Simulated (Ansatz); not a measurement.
MoPd:
```
CELL_PARAMETERS angstrom
      2.71533     0.00000     0.00000
      0.00000     2.71533     0.00000
      0.00000     0.00000     4.13900
ATOMIC_POSITIONS crystal
  Pd 0.00000 0.00000 0.00000
  Mo 0.50000 0.50000 0.50000
```

Relaxed with PBE. Special points in fractions of this cell's reciprocal vectors: Γ (0.000, 0.000, 0.000); X (0.000, 0.500, 0.000); M (0.500, 0.500, 0.000); Z (0.000, 0.000, 0.500); R (0.000, 0.500, 0.500); A (0.500, 0.500, 0.500).

### Question
List the band energies nearest the Fermi level at these points for PBE in the plane-wave PAW code Ansatz.

### Answer
In eV from the Fermi level; about four levels below and three above (degenerate sets whole), none deeper than 8.9 eV; … stands for higher levels left out; points with the same levels are listed once.

| k | below | above |
|---|---|---|
| Γ | -2.92 -2.92 -2.81 -1.46 -1.04 | 2.08 2.40 2.40 |
| X | -3.02 -2.69 -2.24 -2.19 | 0.33 1.76 1.96 |
| M | -5.58 -5.58 -0.37 -0.27 | 1.33 1.33 2.31 |
| Z | -2.40 -2.40 -1.41 -0.95 | 1.14 1.14 … |
| R | -3.93 -3.02 -2.73 -2.19 | 0.02 0.45 0.95 |
| A | -2.55 -2.55 -2.52 -0.37 | 1.03 4.85 8.85 |

Space group P4/mmm (L1₀ or tetragonal B2). The start of the workflow was typed in or built on a structure type; neither database checked (COD, Materials Project) lists it. Whether it is the stable phase at ambient conditions was not checked. The PBE relaxation kept the symmetry of its start; whether a distortion lowers the energy is not shown. The run is not spin-polarised. Scalar-relativistic: spin–orbit coupling is off unless named, which matters more the heavier the elements.

Potentials: the earlier of the program's two PAW sets.
